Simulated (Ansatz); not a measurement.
The start is a relaxed Mo cell, doubled along one cell vector, shaken by Gaussian noise of σ = 0.08 Å a coordinate. Cell shape, volume and atoms are optimised at zero target pressure with PBEsol (plane waves to 420 eV, PAW, scalar-relativistic; Ansatz, a quantum-chemistry and plane-wave program). First-step values are on the input's coarse k-mesh.

Ansatz input (later rounds restart from its end on a renewed k-mesh):
Ansatz 0.2 input:
```yaml
crystal:
  lattice:
    - [5.1632722659, 0, 0]
    - [-5.1632722658, 8.9430498979, 0]
    - [0, 0, 2.5312970195]
  atoms:
    - { symbol: Mo, position: [0.4964350379, 0.005512053, 0.4484960614] }
    - { symbol: Mo, position: [0.4824027263, 0.4980553135, 0.4505952373] }
    - { symbol: Mo, position: [0.5045145841, 0.24835019, 0.4690737937] }
    - { symbol: Mo, position: [0.4940167849, 0.7446756006, 0.4775054968] }
    - { symbol: Mo, position: [0.0287012837, 0.235946793, 0.5452715499] }
    - { symbol: Mo, position: [-0.0109532112, 0.737315533, 0.5050938864] }
basis: { ecutwfc: 420, ecutrho_ratio: 4, xc_grid: 2, fft_grid_basis: typed }
kpoints: { mp_grid: { grid: [7, 4, 13] } }
hamiltonian:
  xc: pbesol
  dispersion: none
  pseudopotentials: { azcp: { folder: ./paw }, kind: paw }
scf: { occupations: { method: fermi_dirac, width: 0.05 } }
relax: { f_tol: 0.01, max_steps: 100, cell: { stress_tol: 0.02 } }
output: { forces: true, stress: true }
```

Task: Which atoms feel the largest initial force, and how large is it?

Result: 1.83 eV/Å, on Mo5 (atoms numbered as listed).

Task: How do the shortest distances between atoms change?

Result: The closest pairs of elements (up to four, under 3.6 Å), start → end: Mo–Mo 2.40 → 2.71 Å.

Task: Is the relaxed structure metallic? Give its gap.

Result: No gap (metallic).

Task: What does it relax into? Give the structure.

Result: 
Space group Im-3m (No. 229); a = b = c = 3.1296 Å, α = β = γ = 90.00°

| atom | site | symmetry | x | y | z |
|---|---|---|---|---|---|
| Mo | 2a | m-3m | 0.0000 | 0.0000 | 0.0000 |
(The calculation used a cell of 1 atom; values per cell refer to that cell.)

Final values are on a 21×21×21 k-mesh of the relaxed cell. No spin polarisation in the result.

Of the parent cell (P6/mmm (No. 191)): it is a generated cell of Mo: the first start was made by placing the elements on the sites of a structure type, and the end was not matched to a known phase here, so it may be hypothetical. Known forms of Mo include space group No. 229.
